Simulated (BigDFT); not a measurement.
BigDFT run on the molecule C₅H₄ClF₃: self-consistent single point.

Level of theory: PBE, Daubechies wavelet basis, HGH (Krack) norm-conserving potentials made for PBE, isolated boundary conditions in BigDFT 1.9.6.

SMILES: FC(F)(F)/C=C\C=C/Cl
```xyz
13

F     -2.6883    -1.2403    -0.8403
C     -2.0420    -0.1235    -0.4216
F     -2.9916     0.7200     0.0549
F     -1.5151     0.4612    -1.5235
C     -1.0473    -0.4534     0.6379
C      0.2831    -0.2747     0.6976
C      1.1313     0.3181    -0.3133
C      2.4566     0.4851    -0.2298
Cl     3.4549     0.0376     1.0884
H     -1.5206    -0.9197     1.4988
H      0.7812    -0.6129     1.6068
H      0.6615     0.6643    -1.2305
H      3.0363     0.9381    -1.0254
```
Charge 0, spin multiplicity 1.

Reference input (self-consistent single point, DFT, PBE, Daubechies wavelet basis, HGH (Krack) norm-conserving potentials made for PBE, isolated boundary conditions): basis = Daubechies wavelets; dft.hgrids = 0.324 bohr; dft.rmult = 5 8; dft.ixc = 11; potentials = built-in HGH-K PBE; boundary_conditions = free; dft.gnrm_cv = 1e-04; dft.itermax = 80; dft.idsx = 6; dft.nrepmax = 3. This run's input differs from it in these lines:

```diff
@@ -2,4 +2,4 @@
 dft:
-  hgrids: 0.324
-  rmult: [5, 8]
+  hgrids: 0.372
+  rmult: [5, 7]
   ixc: 11
```

Output (repeated stretches shortened):

```
  #------------------------------------------------------------------- Self-Consistent Cycle
 Ground State Optimization:
 - Hamiltonian Optimization: &itrp001
   - Subspace Optimization: &itrep001-01
       Wavefunctions Iterations:
 iter:  1, EKS: -1.17681229865817187E+02, gnrm:  2.34E-01, D:  1.43E-01,
 iter:  2, EKS: -1.18377234748866869E+02, gnrm:  8.78E-02, D: -6.96E-01,
 iter:  3, EKS: -1.18466141188625414E+02, gnrm:  4.15E-02, D: -8.89E-02,
 iter:  4, EKS: -1.18489145517481006E+02, gnrm:  1.83E-02, D: -2.30E-02,
 iter:  5, EKS: -1.18493281604146389E+02, gnrm:  9.08E-03, D: -4.14E-03,
   [... lines left out ...]
 iter:  8, EKS: -1.18495529174007345E+02, gnrm:  1.42E-03, D: -1.74E-04,
 iter:  9, EKS: -1.18495587112891855E+02, gnrm:  8.57E-04, D: -5.79E-05,
 iter:  10, EKS: -1.18495616147612822E+02, gnrm:  5.60E-04, D: -2.90E-05,
 iter:  11, EKS: -1.18495627778928053E+02, gnrm:  3.34E-04, D: -1.16E-05,
 iter:  12, EKS: -1.18495630697858090E+02, gnrm:  1.88E-04, D: -2.92E-06,
 iter:  13, EKS: -1.18495631578712235E+02, gnrm:  1.14E-04, D: -8.81E-07,
 iter:  14, EKS: -1.18495631975553948E+02, gnrm:  6.84E-05, D: -3.97E-07,
       -  &FINAL001  { #---------------------------------------------------------- iter: 15
 iter:  15, EKS: -1.18495632111907142E+02, gnrm:  6.84E-05, D: -1.36E-07,  #FINAL
        #Eigenvalues and New Occupation Numbers
       Orbitals: [
   [... 23 lines left out ...]
 Last Iteration                        : *FINAL001
  #---------------------------------------------------------------------- Forces Calculation
 Total electronic charge               :  51.999992451644
 Electric Dipole Moment (AU):
   P vector                            :  [  6.250895E-01,  2.055119E-03,  2.021720E-01 ]
   norm(P)                             :  6.56973820E-01
 Electric Dipole Moment (Debye):
   P vector                            :  [  1.588819E+00,  5.223591E-03,  5.138699E-01 ]
   norm(P)                             :  1.66986073E+00
 BigDFT infocode                       :  0
   [... lines left out ...]
 -  {H: [-4.268118257682E-03, -1.134661651651E-02,  6.679981332427E-03]} # 0010
 -  {H: [-8.419715444269E-04, -5.634557186568E-03,  3.019457632818E-04]} # 0011
 -  {H: [-1.128519657340E-02,  1.681607731260E-03,  1.562895354167E-03]} # 0012
 -  {H: [-1.216955601438E-02,  7.223547720017E-03, -6.678394273615E-03]} # 0013
 Energy (Hartree)                      : -1.18495632111907142E+02
 Force Norm (Hartree/Bohr)             :  6.50976470365851739E-02
```

The run converged in 15 iterations. Against the reference run the free energy rises by 48.9 meV/atom and the largest force goes from 0.593 to 1.571 eV/Å.

The grid can part forces that symmetry would make equal. Forces above 1 eV/Å remain at this geometry. This run is one point of a test of settings, so its values need not be converged; read them against the reference run alone. The geometry comes from a cheaper method or was typed, in some cases with atoms then moved at random; it is not relaxed at this level, and the species need not be a known compound.

Cost on one core: roughly 110 core-seconds.
